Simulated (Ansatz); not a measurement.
VBiO$_{4}$:
```
VBiO4
1.0
    3.86613     2.74281     0.00000
   -3.86613     2.74281     0.00000
   -2.92998     0.00000     4.37135
V Bi O
1 1 4
Direct
  0.36147   0.36147   0.00000
  0.92884   0.92884   0.50000
  0.06970   0.31223   0.66454
  0.73193   0.34591   0.04327
  0.34591   0.73193   0.95673
  0.31223   0.06970   0.33546
```

x, y and z are the axes in which the lattice vectors are written.

Task: Give the high-frequency dielectric tensor and the Born effective charge tensors of the independent atoms from DFPT, DFT-r²SCAN in the program Ansatz with PAW potentials.

Result: 
ε∞:
```
4.81  0.00  0.48
0.00  4.03  0.00
0.48  0.00  4.75
```
Z* of atom 1 (V), rows: field, columns: displacement, in e:
```
 4.41   0.00  -0.71
 0.00   3.75   0.00
 1.45   0.00   4.24
```
Z* of atom 2 (Bi), rows: field, columns: displacement, in e:
```
5.17  0.00  1.56
0.00  3.83  0.00
0.03  0.00  5.12
```
Z* of atom 3 (O), rows: field, columns: displacement, in e:
```
-1.72   1.11   0.51
 0.96  -2.21  -1.35
 0.67  -1.83  -2.78
```
Z* of atom 4 (O), rows: field, columns: displacement, in e:
```
-3.07  -1.18  -0.94
-1.18  -1.57  -0.03
-1.41  -0.18  -1.90
```

Static charges for comparison (Bader): V1 +2.26, Bi2 +2.06, O3 -1.12, O4 -1.04 e. Born charges measure polarisation by displacement and can exceed these by far.

Space group C2. The first step of the workflow began from a Materials Project structure, measured or hypothetical; the Crystallography Open Database copy checked does not list it. It is not the phase usual at ambient conditions (space group No. 88). The cell was relaxed with r²SCAN under the symmetry of its start; its stability against distortions is not shown here. The run is not spin-polarised. No Hubbard U is applied. Spin–orbit coupling is left out wherever it is not named.

Potentials: the later of the program's two PAW sets.
